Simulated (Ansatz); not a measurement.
AlO16Zn15 in space group P3m1 (No. 156; Pearson symbol hP32), r²SCAN (plane waves, PAW; program Ansatz), all energies at zero smearing, with the estimated change up to a 700 eV cutoff added, with one set of potentials and settings (totals compare only within such a set). Cell of 32 atoms (1 Al, 16 O, 15 Zn): -59536.323 eV.

```tsv
element	reference phase	E (eV/atom)
Al	Fm-3m, 1 atoms in the cell	-540.4083
O	C2/m, 4 atoms in the cell, spin-polarised	-566.0281
Zn	P6_3/mmc, 2 atoms in the cell	-3325.6729
```

Formation energy per atom, worked out: (-59536.323 − 1×(-540.4083) − 16×(-566.0281) − 15×(-3325.6729))/32 = -1.699 eV/atom (-164 kJ per mol of atoms), at 0 K, without zero-point energy or fitted corrections.

The start of the workflow was typed in or built on a structure type; neither database checked (COD, Materials Project) lists it. Its standing as an ambient phase is unchecked. Symmetry was held in the r²SCAN relaxation; its stability against distortions is not shown here. The references are the lowest solids computed at this level, not always the standard phases (solids in place of the gases).

Potentials: the later of the program's two PAW sets.
